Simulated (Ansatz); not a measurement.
According to DFT-r²SCAN in the program Ansatz with PAW potentials, BAs in the hexagonal phase (P6_422; B on 3c, As on 3d) relaxes to a = 3.447 Å, c = 7.459 Å.

It is gapped at this level: 0.67 eV (indirect). The valence maximum lies at Γ and the conduction minimum at M (3 equivalent valleys). HSE06 on the same cell gives 0.97 eV. Gap from r²SCAN with spin–orbit coupling: 0.67 eV. The electron mass is 0.20, 0.33, 0.34 mₑ (principal values). The hole mass is 0.18, 0.44, 0.44 mₑ (principal values).

The bulk modulus is 144 GPa. The relaxed-ion elastic constants in GPa are C11 = 341, C12 = 35.7, C13 = 55.2, C33 = 322, C44 = 171. The elastic constants imply a Debye temperature near 736 K. Bader charges are B +0.15, As -0.15 e.

The start of the workflow was typed in or built on a structure type; neither database checked (COD, Materials Project) lists it. It is not the phase usual at ambient conditions (space group No. 216). The r²SCAN relaxation kept the symmetry of its start; its stability against distortions is not shown here. Scalar-relativistic: spin–orbit coupling is off unless named, which matters more the heavier the elements.

Potentials: the later of the program's two PAW sets.
